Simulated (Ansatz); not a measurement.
ScSi:
```yaml
crystal:
  lattice:
    - [3.32018, 0.00000, 0.00000]
    - [0.00000, 3.32018, 0.00000]
    - [0.00000, 0.00000, 3.32018]
  atoms:
    - { symbol: Sc, position: [0.00000, 0.00000, 0.00000] }
    - { symbol: Si, position: [0.50000, 0.50000, 0.50000] }
```

This is the PBE-relaxed structure.

Q: All from PBE (plane waves, PAW; program Ansatz), unless another level is named. Estimate the electronic character.

A: metallic (no gap).

Q: What about the formation energy from the elements (no fitted shifts)?

A: -39 kJ/mol of atoms.

Q: Predict the density of states at the Fermi level.

A: 1.2 states/eV per atom (mean over ±0.08 eV).

Space group Pm-3m (CsCl type). The cell is a constructed one: a structure type filled with these elements; neither database checked (COD, Materials Project) lists it. Its standing as an ambient phase is unchecked. Symmetry was held in the PBE relaxation; its stability against distortions is not shown here. No spin polarisation was allowed. The references are the lowest solids computed at this level, not always the standard phases.

Potentials: the later of the program's two PAW sets.
